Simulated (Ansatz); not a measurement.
Polymorphs of ZrCu, each relaxed with r²SCAN (plane waves, PAW; program Ansatz):

A: P2_1/m
a = 3.277 Å, b = 4.126 Å, c = 5.299 Å, α = γ = 90.00°, β = 103.40°

| atom | site | symmetry | x | y | z |
|---|---|---|---|---|---|
| Zr | 2e | m | 0.3615 | 0.7500 | 0.2019 |
| Cu | 2e | m | 0.0638 | 0.7500 | 0.6439 |

B: Cm
a = 6.571 Å, b = 8.223 Å, c = 5.274 Å, α = 90.00°, β = 103.00°, γ = 90.00°

```json
[
 {"atom": "Zr", "site": "2a", "symmetry": "m", "x": "0.4082", "y": "0.5000", "z": "0.0097"},
 {"atom": "Zr", "site": "2a", "symmetry": "m", "x": "0.4106", "y": "0.0000", "z": "0.9791"},
 {"atom": "Zr", "site": "4b", "symmetry": "1", "x": "0.0453", "y": "0.2215", "z": "0.5897"},
 {"atom": "Cu", "site": "2a", "symmetry": "m", "x": "0.2164", "y": "0.5000", "z": "0.4515"},
 {"atom": "Cu", "site": "2a", "symmetry": "m", "x": "0.3031", "y": "0.0000", "z": "0.4369"},
 {"atom": "Cu", "site": "4b", "symmetry": "1", "x": "0.1973", "y": "0.2496", "z": "0.1495"}
]
```

### Question
Order them by energy per atom at 0 K (lowest first) at the level r²SCAN.

### Answer
B (+0 meV/atom), A (+8 meV/atom)

Standing as an ambient phase not checked: A; B. All cells were relaxed under the symmetry of their starts (and spin orders); stability against distortions was not tested throughout. Rows with no word on spin ran without spin polarisation. Spin–orbit coupling is left out wherever it is not named.

Energies hold the estimated change up to a 700 eV cutoff; steps of a few meV lie near the error of the meshes.

Potentials: the later of the program's two PAW sets.
